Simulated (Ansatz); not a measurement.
**Fermi surface of ZrS (Fm-3m)**

```
Zr S
1.0
     0.00000    2.58324    2.58324
     2.58324    0.00000    2.58324
     2.58324    2.58324    0.00000
Zr S
1 1
Direct
  0.00000 0.00000 0.00000
  0.50000 0.50000 0.50000
```

Computed, not measured; unless marked otherwise by PBEsol, all-electron LAPW in Ansatz 0.2.0, scalar-relativistic. k mesh 10×10×10, fine mesh 20×20×20, Fermi-Dirac smearing of 0.080 eV, basis error target 1 meV/atom. The cell was relaxed by PAW under this functional, which moved its volume by -5 % from the database entry's. This phase needn't be the one found at ambient conditions.

Levels and slopes are solved on a 20×20×20 mesh, and each state is taken as quadratic over its cell.

Task: What is the density of states at the Fermi level, and which bare Sommerfeld coefficient follows?

Result: N(E_F) = 0.633 states/eV/atom (both spins), so γ = (π²/3) k_B² N(E_F) = 1.49 mJ/(mol-atom K²) without electron-phonon or spin-fluctuation enhancement.

Task: What Drude plasma energy and σ/τ do the band velocities give?

Result: (ħω_p,α)² = (e²/ε₀VN_k) Σ_nkσ (∂E/∂k_α)² δ(E − E_F) gives ħω_p = (8.70, 8.70, 8.70) eV along x, y, z, and σ/τ = ε₀ω_p² = 15.5×10²⁰ Ω⁻¹m⁻¹s⁻¹ along x. Weighted by the density of states, the mean Fermi speed is 0.85×10⁶ m/s; the surface has an area of 25.5 Å⁻² for each spin direction.

Task: Which bands cross the Fermi level, and what do they carry?

Result: 

| band | filled part | N (states/eV/cell) | speed (10⁶ m/s) | 5th to 95th percentile | area (Å⁻²) | filling |
| --- | --- | --- | --- | --- | --- | --- |
| 1 | 0.80 | 0.62 | 0.973 | 0.42 to 1.26 | 14.3 | partly filled |
| 2 | 0.12 | 0.39 | 0.674 | 0.39 to 0.99 | 6.22 | partly filled |
| 3 | 0.06 | 0.157 | 0.804 | 0.62 to 0.93 | 2.98 | nearly empty |
| 4 | 0.02 | 0.0806 | 0.811 | 0.52 to 1.02 | 1.55 | nearly empty |
| 5 | 0.00 | 0.0191 | 0.995 | 0.90 to 1.13 | 0.45 | nearly empty |

Task: Map the plane k₃ = 1/2 of the mesh: how many bands lie under the Fermi level at each point, counted from the least on the plane?

Result: k₁ runs to the right and k₂ upwards, each from −½ to ½ with 0 in the middle (the axes needn't be at right angles):
```
00011111111111111000
00001111111111111000
11001111111111110000
11110111111111100011
11111011111111000111
11111101111110001111
11111110011000011111
11111110000000111111
11111111000000111111
11111111000001111111
11111110000001111111
11111110000000111111
11111100001100111111
11111000111111011111
11110001111111101111
11100011111111110111
10000111111111111001
00001111111111111000
00001111111111111100
00011111111111111100
```

Task: On PAW files the program sums the optical response inside the mesh cells, interband lines and its own Drude term. Where does ε₁ rise through zero (a sharp plasmon if ε₂ is small there), and how much light is reflected?

Result: 

```json
{
  "Fine mesh": "20, 20, 20",
  "Window top": "20 eV",
  "Line width": "0.15 eV",
  "Drude damping": "0.2 eV",
  "ε₁ rises through zero at x": "3.96, 8.6, 19.62 eV",
  "ε₂ there x": "2.1, 6.56, 0.21",
  "Plasma energy (x, y, z)": "9.043, 9.043, 9.043 eV",
  "Reflectivity at 1 eV, x-polarised": "0.9298",
  "Reflectivity at 2 eV, x-polarised": "0.8438",
  "Reflectivity at 3 eV, x-polarised": "0.6996"
}
```

The plasma energy here is the program's own sum at the run's smearing; it differs from the value above by up to 4 %, through mesh and smearing.

Task: What does PAW give for the same cell?

Result: N(E_F) = 0.633 states/eV/atom and ħω_p,x = 8.70 eV.

Caveats: these sums move with the mesh, by several per cent and more for small sheets; frozen-core PAW files fitted under PBE, their cores solved anew for the functional of the run.
